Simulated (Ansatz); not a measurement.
LaZn:
```yaml
crystal:
  lattice:
    - [3.75321, 0.00000, 0.00000]
    - [0.00000, 3.75321, 0.00000]
    - [0.00000, 0.00000, 3.75321]
  atoms:
    - { symbol: Zn, position: [0.00000, 0.00000, 0.00000] }
    - { symbol: La, position: [0.50000, 0.50000, 0.50000] }
```

Relaxed with r²SCAN. Special points in fractions of this cell's reciprocal vectors: Γ (0.000, 0.000, 0.000); X (0.000, 0.500, 0.000); M (0.500, 0.500, 0.000); R (0.500, 0.500, 0.500).

### Question
List the band energies nearest the Fermi level at these points for DFT-r²SCAN with spin–orbit coupling in the program Ansatz with PAW potentials.

### Answer
In eV from the Fermi level; about four levels below and three above (degenerate sets whole), none deeper than 8.9 eV; points with the same levels are listed once.

```csv
k,below,above
Γ,-0.30 -0.30 -0.30 -0.30,1.96 1.96 1.96 1.96
X,-3.52 -3.52 -2.60 -2.60,0.27 0.27 1.20 1.20
M,-6.91 -6.91 -4.41 -4.41,0.35 0.35 0.55 0.55 0.56 0.56
R,-2.25 -2.25 -2.25 -2.25 -2.25 -2.25 -1.58 -1.58,2.17 2.17 2.17 2.17
```

Space group Pm-3m (CsCl type). The workflow started from an entry of the Crystallography Open Database (COD). Whether it is the stable phase at ambient conditions was not checked. The cell was relaxed with r²SCAN under the symmetry of its start; its stability against distortions is not shown here.

Potentials: the later of the program's two PAW sets.
